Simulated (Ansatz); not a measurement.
Mg3SiO (antiperovskite) was relaxed with 4 functionals in the PAW code Ansatz, cell and atoms free, the symmetry of the start kept (meshes: PBE 6×6×6, r2SCAN 6×6×6, PBEsol 6×6×6, LDA 6×6×6). All values are calculated for a non-magnetic cell, which may be hypothetical.

The LDA result:
```
CELL_PARAMETERS angstrom
4.13800 0.00000 0.00000
0.00000 4.13800 0.00000
0.00000 0.00000 4.13800
ATOMIC_POSITIONS crystal
Si 0.00000 0.00000 0.00000
O 0.50000 0.50000 0.50000
Mg 0.50000 0.50000 0.00000
Mg 0.50000 0.00000 0.50000
Mg 0.00000 0.50000 0.50000
```

The symmetry is Pm-3m (No. 221, cubic); conventional cell a = 4.138 Å, 14.17 Å³ an atom. Si has 12 Mg at 2.93 Å; O has 6 Mg at 2.07 Å; Mg has 2 O at 2.07 Å and 4 Si at 2.93 Å.

(1) What lattice does r2SCAN give?

(2) What lattice does PBE give?

(3) Held at the r2SCAN cell, what mean stress do LDA and PBE find, and does its sign point to their own minimum?

Results:

(1) a = 4.184 Å; the volume differs by +3.3 % from LDA's. Si has 12 Mg at 2.96 Å; O has 6 Mg at 2.09 Å; Mg has 2 O at 2.09 Å and 4 Si at 2.96 Å.

(2) a = 4.221 Å; the volume differs by +6.1 % from LDA's. Around Si lie 12 Mg at 2.98 Å; around O lie 6 Mg at 2.11 Å; around Mg lie 2 O at 2.11 Å and 4 Si at 2.98 Å.

(3) Yes. LDA -2.77 GPa, and its relaxed volume is -3.2 % from r2SCAN's; PBE +2.26 GPa, and its relaxed volume is +2.7 % from r2SCAN's. Compression counts positive, so a positive stress asks for a larger cell.
